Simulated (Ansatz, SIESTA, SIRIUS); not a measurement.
# One calculation of CdF2, 3 ways

```
Cd F
1.0
     0.00000    2.69400    2.69400
     2.69400    0.00000    2.69400
     2.69400    2.69400    0.00000
Cd F
1 2
Direct
  0.00000 0.00000 0.00000
  0.75000 0.75000 0.75000
  0.25000 0.25000 0.25000
```

Alike in all runs: task equation of state; functional PBEsol; k mesh 9 × 9 × 9; occupations fermi-dirac, width 0.05 eV; no spin polarisation; no spin-orbit coupling.

```
                                                                                      program and potentials  plane-wave cutoff (eV)                    notes  equilibrium volume (Å³/atom)  bulk modulus (GPa)
                                                               SIRIUS, all-electron FP-LAPW, apw+lo standard                       -                        -                         12.99               108.8
                                                              Ansatz, all-electron LAPW, scalar-relativistic                       -                        -                         13.01               108.5
SIESTA, files PseudoDojo sr-pbesol-0.4.1-standard, DZP (energy shift 0.003 Ry; two zetas on semicore shells)                       -  atomic basis; noisy fit                         13.04               114.3
```

The equilibrium volume spans 12.99 (SIRIUS, all-electron FP-LAPW, apw+lo standard) to 13.04 Å³/atom (SIESTA, files PseudoDojo sr-pbesol-0.4.1-standard, DZP (energy shift 0.003 Ry; two zetas on semicore shells)), with all-electron results at 12.99 to 13.01. The bulk modulus spans 108.5 (Ansatz, all-electron LAPW, scalar-relativistic) to 114.3 GPa (SIESTA, files PseudoDojo sr-pbesol-0.4.1-standard, DZP (energy shift 0.003 Ry; two zetas on semicore shells)), with all-electron results at 108.5 to 108.8. Rows in atomic bases carry the error of their basis and grid, which can be large.

Differences between rows come from potentials, basis sets and numerical settings, since the functional is the same but for its coding. Runs on potential files found faulty are left out.
